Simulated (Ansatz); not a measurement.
This run works on a generated trial structure, not on a known crystal.

Input and command of a plane-wave DFT calculation in Ansatz:

```yaml
crystal:
  lattice:
    - [-0.1157559686, -0.0192330672, 3.1163820972]
    - [3.1515019986, -4.4600945129, -0.0887011531]
    - [3.1916844863, 4.4885242023, -0.143148433]
  atoms:
    - { symbol: Nb, position: [0.5382120282, -0.0082911592, 0.5076442577] }
    - { symbol: Nb, position: [0.4931740842, 0.498526778, -0.0111440885] }
    - { symbol: Nb, position: [-0.0266327871, 0.0102092903, -0.0012506027] }
    - { symbol: W, position: [-0.0166012486, 0.5074592372, 0.5021292553] }
    - { symbol: C, position: [-0.0155748796, 0.2477522566, 0.7561447652] }
    - { symbol: C, position: [0.5121647, 0.7400707674, 0.7512055996] }
    - { symbol: C, position: [0.5069471586, 0.2629355981, 0.2564991719] }
    - { symbol: C, position: [0.0083109442, 0.7413372317, 0.2387716414] }
basis:
  ecutwfc: 420
kpoints:
  mp_grid: { grid: [8, 4, 4] }
hamiltonian:
  xc: pbe
scf:
  occupations: { method: gaussian, width: 0.2 }
  lower_state_search: "off"
output:
  forces: true
  stress: true
  eigenvalues: true
relax:
  adjacent_minimum: "off"
  f_tol: 0.025
  max_steps: 60
  cell: { stress_tol: 0.25 }
```

```bash
ansatz run input.yaml --threads 1 --pin off --max-ram 2560MiB --backend cpu --events-out ev --progress --plain --runs-dir out
```

Processor: Arm Neoverse V2, 1 thread, on a host shared with other jobs.

How long does it run, and how much memory does it take?

About 5 min, peak memory 0.47 GiB. It solves 43 bands at 68 k points (after reduction by symmetry) with about 1723 plane waves (on the last cell), in 81 SCF iterations over 13 ionic steps.
